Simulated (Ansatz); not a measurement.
Computed with Ansatz, DFT PBE, scalar-relativistic, plane waves, PAW. Settings: cutoff 420 eV, Γ-centred meshes spaced at most about 0.3 Å⁻¹, and about 0.25 Å⁻¹ or finer for metals (2π included), Gaussian smearing. No spin polarisation in the final relaxations.

These are static total energies at zero pressure. All come from trial cells, and lower structures may exist.

Question: Which of these relaxed structures of ScBSbP3 is the lowest in energy?
1.

```xyz
6
Lattice="4.9841 0.0000 0.0000 0.0000 4.9841 0.0000 0.0000 0.0000 5.3416" Properties=species:S:1:pos:R:3 pbc="T T T"
Sc    0.0000    0.0000    2.6708
B     2.4921    2.4921    0.0000
Sb    0.0000    0.0000    0.0000
P     2.4921    0.0000    2.6708
P     0.0000    2.4921    2.6708
P     2.4921    2.4921    2.6708
```

2.

```xyz
6
Lattice="3.9847 0.0000 0.0000 -1.9924 3.4509 0.0000 0.0000 0.0000 9.4687" Properties=species:S:1:pos:R:3 pbc="T T T"
Sc    0.0000    2.3006    1.5906
B     0.0000    0.0000    4.6184
Sb    1.9924    1.1503    9.0580
P     0.0000    0.0000    2.8285
P     0.0000    0.0000    6.3880
P     0.0000    2.3006    7.4811
```

3.

```xyz
6
Lattice="2.4651 -4.9878 0.0000 2.4651 4.9878 0.0000 0.0000 0.0000 5.7028" Properties=species:S:1:pos:R:3 pbc="T T T"
Sc    2.4651    0.0000    2.8514
B     0.0000    0.0000    0.0000
Sb    2.4651    0.0000    0.0000
P     0.0000    0.0000    2.8514
P     2.4651    2.6883    2.8514
P     2.4651   -2.6883    2.8514
```

4.

```xyz
6
Lattice="6.4516 0.0000 0.0000 -3.2258 5.5873 0.0000 0.0000 0.0000 3.0863" Properties=species:S:1:pos:R:3 pbc="T T T"
Sc    0.0000    0.0000    0.0000
B     0.0000    3.7249    0.0000
Sb    3.2258    1.8624    0.0000
P    -1.2928    2.9785    1.5432
P     1.2928    2.9785    1.5432
P     0.0000    5.2177    1.5432
```

Answer: 2. It has space group P3m1 (No. 156); the next, 4, with space group P-6m2 (No. 187), lies 0.50 eV/atom higher. Counting B, P or Sb atoms around Sc (for each partner element, those within 1.25 times its shortest distance or 1.15 times the sum of covalent radii, where it is the nearest in units of that sum or under 1.3; the shortest distance is added where it exceeds 1.18 times the sum of covalent radii), the lowest has Sc 6 and the next has Sc 15 from 3.6 Å. Even the lowest lies +0.04 eV/atom against the elements.

Spin–orbit coupling, which can matter for Sb, is left out. A magnetic state wasn't ruled out in cells without spin, among them Cmmm. Cells relaxed within their symmetry can be saddle points. Some types were kept out of the candidates beforehand, so the set may lack a known form.
